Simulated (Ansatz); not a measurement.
# KCl: how much do the potentials matter?

KCl in the rock-salt structure, in a typed cell, not relaxed.

```yaml
# lattice in Å, fractional positions
crystal:
  lattice:
    - [0.00000, 3.19000, 3.19000]
    - [3.19000, 0.00000, 3.19000]
    - [3.19000, 3.19000, 0.00000]
  atoms:
    - { symbol: K, position: [0.00000, 0.00000, 0.00000] }
    - { symbol: Cl, position: [0.50000, 0.50000, 0.50000] }
```

Method (Ansatz, development build): PBE; k mesh 6×6×6; fixed occupations; no spin. Phonons (linear response) are harmonic and in cm⁻¹; i marks an unstable mode. Zone-centre lists hold the optical modes without the non-analytic term.

Caveats: coarse k mesh.

The reference is the run on all-electron PAW datasets (no frozen core) at 290 eV and 32.46 Å³ an atom: top Γ mode (cm⁻¹) 126; lowest mode at X = [0.5, 0, 0.5] (cm⁻¹) 60; top mode at X = [0.5, 0, 0.5] (cm⁻¹) 136; mean ε∞ 2.28; mean Born charge of K (e) 1.13.

Problem. The same calculation was made on Ansatz generated PAW, Ansatz hand-made PAW, JTH PAW, PseudoDojo norm-conserving, Ansatz norm-conserving. How far do the results move?

Solution. 
```json
{"potentials": "Ansatz generated PAW", "cutoff (eV)": "420", "top Γ mode (cm⁻¹)": "126", "lowest mode at X = [0.5, 0, 0.5] (cm⁻¹)": "60", "top mode at X = [0.5, 0, 0.5] (cm⁻¹)": "136", "mean ε∞": "2.28", "mean Born charge of K (e)": "1.13"}
{"potentials": "Ansatz hand-made PAW", "cutoff (eV)": "660", "top Γ mode (cm⁻¹)": "126", "lowest mode at X = [0.5, 0, 0.5] (cm⁻¹)": "60", "top mode at X = [0.5, 0, 0.5] (cm⁻¹)": "136", "mean ε∞": "2.28", "mean Born charge of K (e)": "1.13"}
{"potentials": "JTH PAW", "cutoff (eV)": "930", "top Γ mode (cm⁻¹)": "127", "lowest mode at X = [0.5, 0, 0.5] (cm⁻¹)": "59", "top mode at X = [0.5, 0, 0.5] (cm⁻¹)": "138", "mean ε∞": "2.28", "mean Born charge of K (e)": "1.13"}
{"potentials": "PseudoDojo norm-conserving", "cutoff (eV)": "1007", "top Γ mode (cm⁻¹)": "126", "lowest mode at X = [0.5, 0, 0.5] (cm⁻¹)": "60", "top mode at X = [0.5, 0, 0.5] (cm⁻¹)": "136", "mean ε∞": "2.28", "mean Born charge of K (e)": "1.13"}
{"potentials": "Ansatz norm-conserving", "cutoff (eV)": "850", "top Γ mode (cm⁻¹)": "126", "lowest mode at X = [0.5, 0, 0.5] (cm⁻¹)": "60", "top mode at X = [0.5, 0, 0.5] (cm⁻¹)": "136", "mean ε∞": "2.28", "mean Born charge of K (e)": "1.13"}
```

The largest move among the frequencies in the table is 1.5 cm⁻¹, in the top mode at X = [0.5, 0, 0.5] on JTH PAW.
